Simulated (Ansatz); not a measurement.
OsC:
```
OsC
1.0
    2.94256     0.00000     0.00000
   -1.47128     2.54833     0.00000
    0.00000     0.00000     2.72562
Os C
1 1
Direct
  0.00000   0.00000   0.00000
  0.66667   0.33333   0.50000
```

Relaxed with PBE. Special points in fractions of this cell's reciprocal vectors: Γ (0.000, 0.000, 0.000); M (0.500, 0.000, 0.000); K (0.333, 0.333, 0.000); A (0.000, 0.000, 0.500); L (0.500, 0.000, 0.500); H (0.333, 0.333, 0.500).

**Question.** List the band energies nearest the Fermi level at these points for PBE in the plane-wave PAW code Ansatz.

**Answer.** In eV from the Fermi level; about four levels below and three above (degenerate sets whole), none deeper than 8.9 eV; … stands for higher levels left out; points with the same levels are listed once.

```csv
k,below,above
Γ,-6.16 -6.16 -1.38 -0.80 -0.80,3.00 3.00 …
M,-6.27 -5.58 -3.10 -1.37,0.38 0.56 4.17
K,-5.44 -2.45 -2.09 -1.82,0.07 5.57 …
A,-5.27 -5.27 -3.64 -3.64,0.87 1.74 1.74
L,-8.66 -7.20 -6.37 -2.15,0.03 1.00 3.24
H,-7.86 -3.98 -3.37,0.31 2.31 3.53
```

Space group P-6m2. A made-up cell: these elements were put on the sites of a structure type; neither database checked (COD, Materials Project) lists it. Its standing as an ambient phase is unchecked. The PBE relaxation kept the symmetry of its start; whether a distortion lowers the energy is not shown. The run is not spin-polarised. Spin–orbit coupling is left out wherever it is not named.

Potentials: the earlier of the program's two PAW sets.
